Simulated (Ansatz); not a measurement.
An Ansatz (an electronic-structure program) input:

Ansatz 0.2 input:
```yaml
crystal:
  lattice:
    - [5.9987820384, 0.0, 0.0]
    - [0.0, 5.9987820384, 0.0]
    - [0.0, 0.0, 5.9987820384]
  atoms:
    - { symbol: Cs, position: [0.0, 0.0, 0.0] }
    - { symbol: Pb, position: [0.5, 0.5, 0.5] }
    - { symbol: Br, position: [0.5, 0.5, 0.0] }
    - { symbol: Br, position: [0.0, 0.5, 0.5] }
    - { symbol: Br, position: [0.5, 0.0, 0.5] }
kpoints:
  mp_grid: { grid: [3, 3, 3] }
hamiltonian:
  xc: hse06
  pseudopotentials: { kind: paw }
scf:
  n_extra_bands: 6
  occupations: { method: fixed }
output:
  eigenvalues: true
  eigenstates:
    e_range: [-9.0, 10.7]
    kpoints:
      - [0.5, 0.5, 0.5]  # VBM
      - [0.5, 0.5, 0.5]  # CBM
      - [0.0, 0.0, 0.0]  # GAMMA
      - [0.5, 0.5, 0.5]  # R
      - [0.5, 0.5, 0.0]  # M
      - [0.0, 0.5, 0.0]  # X
```

Question: How many symmetry operations and irreducible k-points will the run report?

Answer: 48 operations, 4 of 27 k-points.

Question: With a cutoff of 420 eV, how many plane waves at Γ?

Answer: 4169.

It took very roughly 3 core-minutes on shared server cores.

The points marked VBM and CBM come from a semilocal run.

Space group Pm-3m (cubic perovskite). This is a known high-temperature phase of the composition, computed here at zero pressure and temperature. The PBE relaxation kept the symmetry of its start; of distortions, only those at the zone centre were tested. Scalar-relativistic: spin–orbit coupling is off unless named, which matters more the heavier the elements.

Potentials: the later of the program's two PAW sets.

Ansatz is a plane-wave DFT program.
